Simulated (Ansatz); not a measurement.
Sb: energy along a strain

Sb, Fm-3m, a = 4.742 Å (as given, not relaxed at this level: -1.2 GPa). This isn't the element's structure at ambient conditions. Ansatz: PBEsol, PAW, 420 eV, Γ-centred 18×18×18 mesh on 1 atom, Gaussian smearing 0.15 eV; no spin polarisation. Cell vectors (Å): 0.000 2.371 2.371; 2.371 0.000 2.371; 2.371 2.371 0.000. The cell is strained by x per cent times the pattern (1 0 0 0 0 0) in the order xx yy zz yz xz xy (engineering shears), with fractional coordinates held. y is the free energy over the start, V0 = 26.666 Å³/atom. Points with a strain past 8.5 % were computed too (3) and aren't used here.

| x (%) | y (meV/atom) |
| --- | --- |
| -7.50 | 10.14 |
| -5.00 | 1.34 |
| -2.50 | -2.23 |
| 0.00 | 0.00 |
| 2.50 | 7.45 |
| 5.00 | 19.46 |
| 7.50 | ? |

Q: Fit y = c1 x + c2 x² + c3 x³ to the other rows, get the stiffness along the pattern, and predict the missing energy.

A: Least squares on the rows shown. y = 1.9021 x + 0.41392 x² − 0.0027825 x³. The clamped-ion stiffness p·C·p = 2 × 4.139 eV × 160.2 / 26.666 Å³ = 50 GPa, which is C11 in these axes (second derivative at the start, which stands under stress). The pressures of the same runs give B = −dP/dε = 62 GPa; in a cubic crystal a longitudinal stiffness under B means a negative shear constant, so this lattice is unstable. At x = 7.50 the fit asked for gives 36.37 meV/atom. The run gave 35.09 meV/atom, so the fit is 1.28 meV/atom too high, 3.4 % of the span of the series, against an rms of 0.11 meV/atom on the fitted rows. The row lies outside the fitted range. With a term in x⁴ added, a fit to the same known rows predicts 34.52 meV/atom, a smaller miss on the other side.